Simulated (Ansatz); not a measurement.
Ansatz input

```yaml
crystal:
  lattice:
    - [2.3807933412, 0.0, 0.0]
    - [0.0, 2.3807933412, 0.0]
    - [0.0, 0.0, 2.3807933412]
  atoms:
    - { symbol: V, position: [0.0, 0.0, 0.0] }
hamiltonian:
  xc: lda
  pseudopotentials:
    kind: paw
    azcp:
      V: "pseudopotentials/V.paw.azcp"
basis:
  ecutwfc: 420
  fft_grid_basis: typed
kpoints:
  mp_grid: { grid: [22, 22, 22], shift: [0, 0, 0] }
magnetization:
  spin_polarized: false
scf:
  occupations: { method: fermi_dirac, width: 0.1 }
```

Output

```
Warning: the record states the generating functional pbe (its physics header spells it `PBE`), which answers neither for hamiltonian.xc's functional nor for the lda family's — results may be inconsistent (PPs are generated against a specific XC)
Engine: ansatz 0.2.0, aarch64-unknown-linux-gnu
Pseudopotentials: kind: paw
Pseudopotential: V, paw, valence charge 13, recommended cutoff 420 eV (normal) 
Functional definition: SPW92
  exchange = slater_x
  correlation = pw_c
Crystal: 1 atoms, lattice volume = 13.495 Å³
Basis set: ecut = 420 eV, 251 PW (Γ)
Bands: 11, of which v1, the nominal top of the filled ones, is band 7 counted from 1 (6 counted from 0)
Symmetry: 48 space group operations
Space group: Pm-3m (ITA 221), of the structure as read, at distance tolerance 2.4e-5 Å
k-points: 364 of 10648
Non-local potential: V, projectors of the file, l = 0: 3, l = 1: 2, l = 2: 3, l = 3: 1
PAW form: soft (Blöchl's): semilocal exchange-correlation on the pseudo side does not see the compensation charge
PAW frozen core: V, regenerated for the run's functional, and the local potential with it (the file was generated under x = pbe(κ = 0.804, μ = 0.2195149727645171), c = pbe(β = 0.06672455060314922))
PAW one-centre angular grid: V, 590 points (default); XC on 64 Gauss nodes
Initial density: superposition of atomic densities (neutral atoms: chi_scale 0, normalization atom), corrected by the library's trained network
Initial wavefunctions: pseudopotential atomic-orbital guess
Functional: x = slater, c = lda
SCF iter   1: F=—  HF=-2859.624156 eV  |F-HF|=—  |Δ(HF+E_count)|=         —  Δρ=6.99e-3  dr2=6.52e-3  ethr=1.77e-3  ⟨swp⟩=4.1  Hψ=20261  notcnv=0
SCF iter   2: F=—  HF=-2859.622716 eV  |F-HF|=—  |Δ(HF+E_count)|=   1.44e-3  Δρ=4.46e-3  dr2=2.32e-3  ethr=5.02e-5  ⟨swp⟩=1.0  Hψ=6916  notcnv=0
SCF iter   3: F=—  HF=-2859.622063 eV  |F-HF|=—  |Δ(HF+E_count)|=   6.53e-4  Δρ=1.71e-3  dr2=3.50e-4  ethr=1.78e-5  ⟨swp⟩=2.0  Hψ=6154  notcnv=0
SCF iter   4: F=—  HF=-2859.621939 eV  |F-HF|=—  |Δ(HF+E_count)|=   1.24e-4  Δρ=3.31e-4  dr2=8.99e-6  ethr=2.69e-6  ⟨swp⟩=3.0  Hψ=6613  notcnv=0
SCF iter   5: F=—  HF=-2859.621945 eV  |F-HF|=—  |Δ(HF+E_count)|=   5.79e-6  Δρ=8.99e-5  dr2=7.92e-7  ethr=6.91e-8  ⟨swp⟩=2.0  Hψ=4988  notcnv=0
SCF iter   6: F=-2859.621945 eV  HF=-2859.621945 eV  |F-HF|=2.69e-10  |Δ(HF+E_count)|=   6.75e-8  Δρ=4.34e-6  dr2=1.40e-9  ethr=7.69e-10  ⟨swp⟩=2.8  Hψ=8308  notcnv=0
SCF 1 converged in 6 iterations: F = -2859.621945 eV  dr2 = 1.40e-9
SCF converged after 6 iterations
Free energy (F): -2859.621945 eV
Harris-Foulkes:  -2859.621945 eV  (|F-HF|=2.69e-10)
Internal energy: -2859.581304 eV  (E = F + TS)
E sigma→0 (E₀):  -2859.601624 eV
Entropy (-TS):   -0.040641 eV (-40.641 meV/atom)
Fermi energy:    16.340380 eV
--- Per-component energies (eV) ---
  E_band       = -145.293575
  E_kinetic    = 338.634018
  E_local      = -956.172664  (includes V_loc(G=0)·N_el)
  E_nonlocal   = -37.655091
  E_hartree    = 438.470856
  E_xc         = -129.398836
  E_vxc        = -164.976041  (∫ρ·V_xc dr)
  E_paw        = -1063.726907  (= ΣΔE_a)
  E_vpaw       = -202.067237  (= ΣTr[D̂ρ^β])
  E_aug_tail   = 0.000232  (compensation charges beyond the density's cutoff)
  E_ewald      = -1450.079062
  E_core_change = 0.346150  (= ΣΔE_core)
  E_smearing   = -0.040641  (= −TS)
  E_closure    = 0.000000  (closes the sum)
  Σ components = -2859.621945   (vs F -2859.621945, Δ=0.00e0)
```
